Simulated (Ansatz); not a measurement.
## Eigenvalues along a path: In2Bi

```
CELL_PARAMETERS angstrom
5.63836 0.00000 0.00000
-2.81918 4.88297 0.00000
0.00000 0.00000 3.27789
ATOMIC_POSITIONS crystal
In 0.66667 0.33333 0.50000
In 0.33333 0.66667 0.50000
Bi 0.00000 0.00000 0.00000
```

The base volume is that of a database entry, with shape and atoms relaxed on PAW files at held volume, so it needn't be at zero pressure; the structure needn't be the stable phase, at rest or compressed.

Level of theory: DFT with PBEsol, scalar-relativistic, in Ansatz 0.2.0; a Γ-centred 8×8×11 k mesh, Fermi–Dirac smearing of 0.05 eV, no spin polarisation. LAPW: all electrons, basis error target 1 meV/atom.

Spin–orbit coupling is left out, which matters for the heavy atoms.

Path points, in fractions of the reciprocal vectors: Γ (0.000, 0.000, 0.000), M (0.500, 0.000, 0.000), K (0.333, 0.333, 0.000), A (0.000, 0.000, 0.500), L (0.500, 0.000, 0.500), H (0.333, 0.333, 0.500). Levels in eV from the Fermi level; bands 20 to 46, counted from the lowest band of the run. The gap is zero, the pressure -2.77 GPa.

```
# k(1/Å) point b20 b21 b22 b23 b24 b25 b26 b27 b28 b29 b30 b31 b32 b33 b34 b35 b36 b37 b38 b39 b40 b41 b42 b43 b44 b45 b46
0.000 Γ -22.87 -22.69 -22.69 -22.67 -22.67 -14.66 -14.52 -14.46 -14.46 -14.37 -14.37 -14.35 -14.35 -14.27 -14.27 -11.88 -6.38 -3.22 -2.46 -2.46 -1.15 -1.15 3.67 7.61 7.83 7.83 8.15
0.092 - -22.87 -22.69 -22.69 -22.67 -22.67 -14.65 -14.52 -14.47 -14.46 -14.36 -14.36 -14.35 -14.35 -14.27 -14.27 -11.87 -6.43 -3.41 -2.60 -2.46 -0.95 -0.77 3.69 7.38 7.71 7.71 8.09
0.184 - -22.87 -22.69 -22.69 -22.67 -22.67 -14.65 -14.53 -14.48 -14.46 -14.35 -14.35 -14.35 -14.34 -14.27 -14.27 -11.82 -6.56 -3.87 -2.89 -2.23 -0.48 0.04 3.77 6.55 7.32 7.75 7.94
0.276 - -22.87 -22.69 -22.69 -22.67 -22.67 -14.65 -14.55 -14.50 -14.47 -14.35 -14.34 -14.34 -14.32 -14.28 -14.27 -11.76 -6.75 -4.34 -3.17 -1.79 0.11 1.00 3.89 5.51 6.69 7.73 7.86
0.368 - -22.87 -22.69 -22.69 -22.67 -22.67 -14.64 -14.57 -14.51 -14.47 -14.35 -14.34 -14.33 -14.30 -14.28 -14.27 -11.68 -6.96 -4.74 -3.41 -1.21 0.77 2.00 4.05 4.47 5.91 7.48 8.01
0.460 - -22.87 -22.69 -22.69 -22.67 -22.67 -14.63 -14.59 -14.52 -14.47 -14.36 -14.34 -14.31 -14.29 -14.29 -14.27 -11.61 -7.15 -5.01 -3.58 -0.51 1.49 2.74 3.73 4.20 5.07 7.26 8.18
0.551 - -22.87 -22.69 -22.69 -22.67 -22.67 -14.63 -14.60 -14.53 -14.48 -14.36 -14.33 -14.31 -14.29 -14.28 -14.27 -11.56 -7.29 -5.18 -3.69 0.26 2.17 2.20 4.26 4.26 4.32 7.09 8.22
0.643 M -22.87 -22.69 -22.69 -22.67 -22.67 -14.62 -14.61 -14.53 -14.48 -14.36 -14.33 -14.30 -14.29 -14.28 -14.26 -11.54 -7.33 -5.23 -3.73 0.86 1.53 2.63 3.80 4.37 4.67 7.02 7.88
0.696 - -22.87 -22.69 -22.69 -22.67 -22.67 -14.62 -14.61 -14.54 -14.47 -14.36 -14.33 -14.31 -14.29 -14.27 -14.26 -11.53 -7.32 -5.33 -3.60 0.81 1.37 2.79 3.83 4.37 4.72 7.03 7.88
0.750 - -22.87 -22.69 -22.69 -22.67 -22.67 -14.62 -14.61 -14.55 -14.46 -14.36 -14.33 -14.32 -14.29 -14.26 -14.26 -11.53 -7.29 -5.57 -3.27 0.67 1.04 3.14 3.92 4.38 4.85 7.07 7.89
0.803 - -22.87 -22.69 -22.69 -22.67 -22.67 -14.62 -14.61 -14.56 -14.45 -14.36 -14.33 -14.33 -14.30 -14.26 -14.26 -11.52 -7.23 -5.85 -2.84 0.45 0.67 3.54 4.04 4.40 5.06 7.12 7.90
0.856 - -22.87 -22.69 -22.69 -22.67 -22.67 -14.62 -14.61 -14.57 -14.43 -14.36 -14.35 -14.32 -14.30 -14.26 -14.25 -11.51 -7.15 -6.12 -2.36 0.20 0.30 3.94 4.16 4.42 5.34 7.20 7.89
0.909 - -22.87 -22.69 -22.69 -22.67 -22.67 -14.61 -14.61 -14.58 -14.41 -14.36 -14.36 -14.32 -14.30 -14.26 -14.24 -11.50 -7.05 -6.37 -1.83 -0.07 -0.06 4.28 4.29 4.44 5.63 7.30 7.81
0.962 - -22.87 -22.69 -22.69 -22.67 -22.67 -14.61 -14.60 -14.59 -14.40 -14.37 -14.36 -14.32 -14.31 -14.26 -14.24 -11.49 -6.92 -6.59 -1.28 -0.41 -0.35 4.41 4.45 4.50 5.87 7.42 7.65
1.015 K -22.87 -22.69 -22.69 -22.67 -22.67 -14.61 -14.61 -14.59 -14.39 -14.39 -14.36 -14.31 -14.31 -14.26 -14.24 -11.49 -6.77 -6.77 -0.81 -0.63 -0.63 4.46 4.52 4.52 5.97 7.55 7.55
1.121 - -22.87 -22.69 -22.69 -22.67 -22.67 -14.62 -14.60 -14.59 -14.41 -14.36 -14.36 -14.32 -14.30 -14.26 -14.24 -11.50 -7.01 -6.40 -1.34 -1.16 0.53 3.95 4.43 4.49 5.74 7.33 7.85
1.227 - -22.87 -22.69 -22.69 -22.67 -22.67 -14.63 -14.59 -14.57 -14.43 -14.36 -14.35 -14.33 -14.29 -14.26 -14.26 -11.55 -7.08 -5.94 -1.83 -1.62 1.67 3.12 3.69 4.32 5.85 7.29 8.17
1.333 - -22.87 -22.69 -22.69 -22.67 -22.67 -14.64 -14.57 -14.55 -14.44 -14.36 -14.35 -14.34 -14.29 -14.28 -14.27 -11.63 -7.00 -5.39 -2.21 -2.01 1.57 2.54 3.52 4.15 6.28 7.41 8.07
1.439 - -22.87 -22.69 -22.69 -22.67 -22.67 -14.64 -14.56 -14.52 -14.45 -14.35 -14.35 -14.34 -14.30 -14.28 -14.27 -11.72 -6.82 -4.77 -2.46 -2.31 0.65 1.38 3.96 4.83 6.79 7.63 7.91
1.545 - -22.87 -22.69 -22.69 -22.67 -22.67 -14.65 -14.54 -14.49 -14.46 -14.35 -14.35 -14.35 -14.33 -14.28 -14.27 -11.81 -6.61 -4.10 -2.56 -2.51 -0.21 0.28 3.81 6.17 7.29 7.77 7.88
1.652 - -22.87 -22.69 -22.69 -22.67 -22.67 -14.65 -14.52 -14.47 -14.46 -14.36 -14.36 -14.35 -14.35 -14.27 -14.27 -11.86 -6.44 -3.48 -2.56 -2.52 -0.87 -0.67 3.70 7.27 7.68 7.71 8.08
1.758 Γ -22.87 -22.69 -22.69 -22.67 -22.67 -14.66 -14.52 -14.46 -14.46 -14.37 -14.37 -14.35 -14.35 -14.27 -14.27 -11.88 -6.38 -3.22 -2.46 -2.46 -1.15 -1.15 3.67 7.61 7.83 7.83 8.15
1.895 - -22.86 -22.69 -22.69 -22.67 -22.67 -14.64 -14.50 -14.46 -14.46 -14.37 -14.37 -14.36 -14.36 -14.28 -14.28 -11.82 -6.32 -3.15 -2.39 -2.39 -1.07 -1.07 2.83 7.28 7.75 7.75 8.63
2.032 - -22.82 -22.69 -22.69 -22.69 -22.69 -14.60 -14.46 -14.46 -14.45 -14.38 -14.38 -14.36 -14.36 -14.29 -14.29 -11.62 -6.16 -2.95 -2.16 -2.16 -0.86 -0.86 1.29 5.68 7.35 7.35 7.91
2.168 - -22.77 -22.70 -22.70 -22.69 -22.69 -14.53 -14.45 -14.45 -14.41 -14.41 -14.37 -14.36 -14.36 -14.32 -14.32 -11.29 -5.91 -2.60 -1.79 -1.79 -0.50 -0.50 -0.24 3.96 6.21 6.45 6.45
2.305 - -22.72 -22.72 -22.71 -22.68 -22.68 -14.46 -14.46 -14.46 -14.44 -14.44 -14.36 -14.36 -14.34 -14.34 -14.29 -10.86 -5.65 -2.10 -1.51 -1.30 -1.30 -0.04 -0.04 2.32 4.58 5.33 5.33
2.442 - -22.74 -22.74 -22.68 -22.68 -22.65 -14.48 -14.48 -14.44 -14.44 -14.40 -14.38 -14.38 -14.34 -14.34 -14.21 -10.36 -5.56 -2.26 -1.45 -0.72 -0.72 0.48 0.48 0.82 3.08 4.23 4.23
2.579 - -22.76 -22.76 -22.68 -22.68 -22.61 -14.50 -14.50 -14.44 -14.44 -14.39 -14.39 -14.35 -14.34 -14.34 -14.16 -9.91 -5.76 -2.22 -0.66 -0.48 -0.16 -0.16 0.96 0.96 1.78 3.34 3.34
2.716 A -22.76 -22.76 -22.68 -22.68 -22.60 -14.50 -14.50 -14.44 -14.44 -14.40 -14.40 -14.34 -14.34 -14.34 -14.14 -9.71 -5.92 -1.57 -1.50 -0.04 0.12 0.12 0.98 1.17 1.17 2.96 2.96
2.808 - -22.76 -22.76 -22.68 -22.68 -22.60 -14.51 -14.50 -14.45 -14.45 -14.40 -14.40 -14.36 -14.33 -14.32 -14.14 -9.70 -5.89 -1.71 -1.57 -0.32 0.10 0.28 0.90 1.08 1.40 3.11 3.20
2.900 - -22.76 -22.76 -22.68 -22.68 -22.60 -14.51 -14.50 -14.46 -14.46 -14.40 -14.39 -14.37 -14.32 -14.29 -14.14 -9.68 -5.79 -1.99 -1.78 -0.83 0.06 0.43 0.86 0.95 1.84 3.51 3.84
2.992 - -22.76 -22.76 -22.68 -22.68 -22.60 -14.51 -14.50 -14.48 -14.47 -14.41 -14.39 -14.37 -14.30 -14.27 -14.15 -9.64 -5.63 -2.29 -2.17 -1.24 0.00 0.20 0.63 1.46 2.36 4.04 4.70
3.084 - -22.76 -22.76 -22.68 -22.68 -22.60 -14.52 -14.50 -14.49 -14.48 -14.41 -14.39 -14.37 -14.29 -14.25 -14.15 -9.60 -5.40 -2.70 -2.55 -1.49 -0.09 -0.06 0.42 2.08 2.95 4.66 5.62
3.176 - -22.76 -22.76 -22.68 -22.68 -22.60 -14.52 -14.50 -14.50 -14.50 -14.42 -14.38 -14.37 -14.28 -14.22 -14.16 -9.56 -5.12 -3.25 -2.75 -1.64 -0.32 -0.12 0.27 2.70 3.57 5.32 6.39
3.268 - -22.76 -22.76 -22.68 -22.68 -22.60 -14.52 -14.51 -14.50 -14.50 -14.42 -14.38 -14.37 -14.27 -14.20 -14.17 -9.54 -4.78 -3.76 -2.87 -1.72 -0.46 -0.15 0.17 3.21 4.14 5.94 6.62
3.360 L -22.76 -22.76 -22.68 -22.68 -22.60 -14.52 -14.51 -14.51 -14.50 -14.42 -14.38 -14.38 -14.26 -14.19 -14.18 -9.53 -4.52 -4.08 -2.91 -1.75 -0.51 -0.16 0.14 3.42 4.41 6.27 6.51
3.413 - -22.76 -22.76 -22.68 -22.68 -22.60 -14.52 -14.52 -14.50 -14.50 -14.42 -14.38 -14.38 -14.26 -14.19 -14.18 -9.53 -4.51 -4.07 -2.90 -1.85 -0.75 0.09 0.25 3.38 4.36 5.97 6.83
3.466 - -22.76 -22.76 -22.68 -22.68 -22.60 -14.53 -14.53 -14.49 -14.49 -14.43 -14.38 -14.38 -14.26 -14.19 -14.18 -9.53 -4.48 -4.04 -2.86 -2.10 -1.08 0.48 0.54 3.29 4.23 5.58 6.55
3.519 - -22.76 -22.76 -22.68 -22.68 -22.60 -14.53 -14.53 -14.48 -14.48 -14.43 -14.39 -14.38 -14.25 -14.19 -14.18 -9.52 -4.43 -3.98 -2.80 -2.40 -1.39 0.89 0.93 3.15 4.06 5.21 6.21
3.572 - -22.76 -22.76 -22.68 -22.68 -22.60 -14.54 -14.54 -14.48 -14.46 -14.43 -14.40 -14.38 -14.24 -14.20 -14.18 -9.52 -4.36 -3.91 -2.73 -2.72 -1.67 1.30 1.34 2.98 3.87 4.85 5.92
3.625 - -22.76 -22.76 -22.68 -22.68 -22.60 -14.54 -14.54 -14.47 -14.45 -14.44 -14.41 -14.38 -14.23 -14.20 -14.19 -9.51 -4.27 -3.82 -3.05 -2.61 -1.93 1.70 1.73 2.77 3.73 4.51 5.68
3.678 - -22.76 -22.76 -22.68 -22.68 -22.60 -14.55 -14.54 -14.46 -14.45 -14.44 -14.42 -14.38 -14.23 -14.19 -14.19 -9.51 -4.18 -3.70 -3.34 -2.48 -2.14 2.01 2.05 2.55 3.71 4.20 5.51
3.731 H -22.76 -22.76 -22.68 -22.68 -22.60 -14.55 -14.54 -14.45 -14.45 -14.43 -14.43 -14.38 -14.23 -14.19 -14.19 -9.51 -4.13 -3.56 -3.56 -2.33 -2.33 2.10 2.33 2.33 3.90 3.90 5.45
3.837 - -22.76 -22.76 -22.68 -22.68 -22.60 -14.54 -14.54 -14.47 -14.45 -14.44 -14.42 -14.38 -14.23 -14.20 -14.18 -9.51 -4.41 -3.51 -3.22 -2.57 -1.96 1.88 1.88 2.53 3.35 4.71 5.72
3.943 - -22.76 -22.76 -22.68 -22.68 -22.60 -14.53 -14.53 -14.48 -14.46 -14.43 -14.40 -14.38 -14.25 -14.22 -14.17 -9.54 -4.85 -3.14 -2.79 -2.66 -1.52 1.47 1.52 2.32 2.89 5.53 6.24
4.049 - -22.76 -22.76 -22.68 -22.68 -22.60 -14.52 -14.51 -14.49 -14.46 -14.42 -14.39 -14.38 -14.27 -14.24 -14.16 -9.58 -5.23 -2.70 -2.59 -2.28 -1.03 1.13 1.20 1.89 2.49 5.55 5.91
4.156 - -22.76 -22.76 -22.68 -22.68 -22.60 -14.52 -14.50 -14.49 -14.46 -14.41 -14.39 -14.38 -14.29 -14.26 -14.15 -9.62 -5.53 -2.39 -2.25 -1.69 -0.53 0.88 0.99 1.37 2.15 4.78 4.83
4.262 - -22.76 -22.76 -22.68 -22.68 -22.60 -14.51 -14.50 -14.47 -14.46 -14.40 -14.39 -14.37 -14.31 -14.29 -14.15 -9.67 -5.75 -2.08 -1.85 -1.05 -0.11 0.78 0.83 0.95 1.82 3.83 3.98
4.368 - -22.76 -22.76 -22.68 -22.68 -22.60 -14.51 -14.50 -14.45 -14.45 -14.40 -14.39 -14.36 -14.33 -14.31 -14.14 -9.70 -5.88 -1.74 -1.59 -0.40 0.09 0.34 0.88 1.07 1.44 3.18 3.27
4.474 A -22.76 -22.76 -22.68 -22.68 -22.60 -14.50 -14.50 -14.44 -14.44 -14.40 -14.40 -14.34 -14.34 -14.34 -14.14 -9.71 -5.92 -1.57 -1.50 -0.04 0.12 0.12 0.98 1.17 1.17 2.96 2.96
```
